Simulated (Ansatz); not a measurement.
Polymorphs of Si2Mo, each relaxed with DFT-PBE in the program Ansatz with PAW potentials:

A: Fddd
a = 4.6083 Å, b = 8.0609 Å, c = 8.7560 Å, α = β = γ = 90.00°

```tsv
atom	site	symmetry	x	y	z
Si	16f	.2.	0.0000	0.3366	0.0000
Mo	8a	222	0.0000	0.0000	0.0000
```

B: MoSi2 or CaC2 type (I4/mmm)
a = 3.2171 Å, b = 3.2171 Å, c = 7.8730 Å, α = 90.00°, β = 90.00°, γ = 90.00°

```csv
atom,site,symmetry,x,y,z
Si,4e,4mm,0.0000,0.0000,0.3351
Mo,2a,4/mmm,0.0000,0.0000,0.0000
```

**Question.** Rank these by energy per atom at 0 K (lowest first), as PBE gives it.

**Answer.** B (+0 meV/atom), A (+79 meV/atom)

Typed or built starts, not in the databases checked: A. Not the usual ambient phase: A. All cells were relaxed under the symmetry of their starts (and spin orders); stability against distortions was not tested throughout. Named crystals with no word on spin ran without spin polarisation. Spin–orbit coupling is left out wherever it is not named.

Energies hold the estimated change up to a 700 eV cutoff; steps of a few meV lie near the error of the meshes.

Potentials: the earlier of the program's two PAW sets.
